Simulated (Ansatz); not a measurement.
Given:

Mo2N:
```cif
data_Mo6N3
_chemical_formula_sum 'Mo6 N3'
_space_group_name_H-M_alt 'R-3m :H'
_space_group_IT_number 166
_space_group_name_Hall '-R 3 2"'
_cell_length_a 2.85930
_cell_length_b 2.85930
_cell_length_c 14.68914
_cell_angle_alpha 90.000
_cell_angle_beta 90.000
_cell_angle_gamma 120.000
loop_
_atom_site_label
_atom_site_type_symbol
_atom_site_symmetry_multiplicity
_atom_site_Wyckoff_symbol
_atom_site_fract_x
_atom_site_fract_y
_atom_site_fract_z
_atom_site_occupancy
Mo1 Mo 6 c 0.00000 0.00000 0.24327 1
N1 N 3 a 0.00000 0.00000 0.00000 1
```
(The calculation used a cell of 3 atoms; values per cell refer to that cell.)

This is the LDA-relaxed structure.

Problem. All from LDA in the plane-wave PAW code Ansatz, unless another level is named. Give the bulk modulus (Birch–Murnaghan fit).

Solution. 344 GPa.

Problem. Next, the highest zone-centre frequency?

Solution. 645 cm⁻¹.

The workflow started from a Materials Project entry (that database holds measured and hypothetical structures alike); the Crystallography Open Database copy checked does not list it. COD files the formula under space group No. 141, so this cell is another polymorph or a model. Whether it is the stable phase at ambient conditions was not checked. The cell was relaxed with LDA under the symmetry of its start; of distortions, only those at the zone centre were tested. No spin polarisation was allowed. With an odd number of electrons in the cell and no spin polarisation, the count alone makes it a metal. As this level gives no gap, phonon frequencies hold no LO–TO term and depend on the k-mesh and smearing (Fermi–Dirac, 0.1 eV here).

Potentials: the earlier of the program's two PAW sets.
